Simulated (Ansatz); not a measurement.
MgVCrP2O8F2: a ladder of calculations

Cell of run 1: a Materials Project structure (computed, not necessarily an observed phase).

```
CELL_PARAMETERS angstrom
5.22305 0.00000 0.00000
-0.67954 5.36516 0.00000
-2.41910 -2.55409 6.50548
ATOMIC_POSITIONS crystal
Mg 0.74366 0.39167 0.82273
V 0.00915 0.00565 0.00963
Cr 0.00656 0.99570 0.48971
P 0.31839 0.64392 0.75614
P 0.67269 0.36262 0.23831
O 0.62763 0.74644 0.91872
O 0.27244 0.80369 0.61611
O 0.32004 0.34364 0.65425
O 0.83697 0.30986 0.08825
O 0.09925 0.65486 0.85971
O 0.71073 0.66275 0.34131
O 0.76698 0.22834 0.39644
O 0.36378 0.24056 0.08940
F 0.13365 0.93333 0.26732
F 0.88147 0.07472 0.73101
```

Atom numbers follow the list; atoms alike are taken as one site, whose name carries the number of the first.

All runs are DFT with Ansatz 0.2.0 (plane waves and PAW, scalar-relativistic unless spin–orbit coupling is named, Γ-centred meshes, Fermi–Dirac smearing where given) in this cell. Start moments of run 1 as typed (μB): 2 on each V, 3 on each Cr, none on the rest. Antiparallel start moments (μB): 2 on each V, -3 on each Cr, none on the rest.

Run 1: PBE, parallel start moments, atoms as given; 420 eV, 5×5×4 k-points, smearing 0.02 eV.
Run 2: r2SCAN, parallel start moments, atoms as given; 500 eV, 5×5×4 k-points, smearing 0.02 eV.
Run 3: PBE+U, antiparallel start moments, atoms as given; 420 eV, 5×5×4 k-points, smearing 0.02 eV (U = 2.5 eV on Cr d, U = 4.1 eV on V d).

```json
{"run": "1", "V V_zz (η)": "-5.70 (0.80)", "Cr V_zz (η)": "3.35 (0.11)", "O9 V_zz (η)": "9.08 (0.49)", "O13 V_zz (η)": "9.54 (0.24)", "absolute moment (μB)": "5.3"}
```

The results of the other runs, out of order. V_zz in 10²¹ V/m²; 4 of the 15 sets of like atoms are followed.

```json
{"result": "A", "V V_zz (η)": "-6.27 (0.80)", "Cr V_zz (η)": "3.90 (0.11)", "O9 V_zz (η)": "9.32 (0.55)", "O13 V_zz (η)": "10.07 (0.13)", "absolute moment (μB)": "5.3"}
{"result": "B", "V V_zz (η)": "-6.22 (0.69)", "Cr V_zz (η)": "3.47 (0.17)", "O9 V_zz (η)": "9.27 (0.49)", "O13 V_zz (η)": "9.75 (0.23)", "absolute moment (μB)": "5.3"}
```

**Question.** Which result belongs to which run?

**Answer.** A is run 3, B is run 2.

The magnetic order is the one that the run reached from its start moments, not necessarily the measured one. For runs 1, 2: All moments are parallel here, as the start or the cell imposes; many such compounds order antiparallel, where fields and spin densities carried over to other atoms largely cancel. In runs 1, 2 the program didn't check the stability of the electronic state in full, so a lower one may lie near. In run 1 the gap is small for the k-mesh or the smearing, and small gradients can still move by 0.1 × 10²¹ V/m² or more. In runs 1, 2, 3 the atoms aren't at the calculated equilibrium (largest force 0.76, 0.43, 0.32 eV/Å). The cell isn't the equilibrium one in run 2 (calculated pressure -7 GPa), and the entry's cell may itself be off.
